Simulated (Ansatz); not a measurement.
SiO₂:
```
CELL_PARAMETERS angstrom
      1.33713    -2.31422     0.00000
      1.33713     2.31422     0.00000
      0.00000     0.00000     9.73118
ATOMIC_POSITIONS crystal
  Si 0.50000 0.50000 0.50000
  Si 0.00000 0.00000 0.00000
  O  0.66665 0.33335 0.90728
  O  0.16665 0.83335 0.59272
  O  0.33335 0.66665 0.09272
  O  0.83335 0.16665 0.40728
```

Relaxed with r²SCAN.

Task: Give the Bader charges and basin volumes of the independent atoms, plane-wave PAW r²SCAN (Ansatz code).

Result: 

```tsv
atom	Bader charge (e)	Bader volume (Å³)
Si1	+3.32	2.5
O3	-1.66	13.8
```

Space group Cmce. The cell is a constructed one: a structure type filled with these elements; the Crystallography Open Database copy checked does not list it. It is not the phase usual at ambient conditions (space group No. 92, 152, 154). The r²SCAN relaxation kept the symmetry of its start. At this level the phase is mechanically unstable. The volume moved by 35 % from the start of the relaxation.

Potentials: the later of the program's two PAW sets.
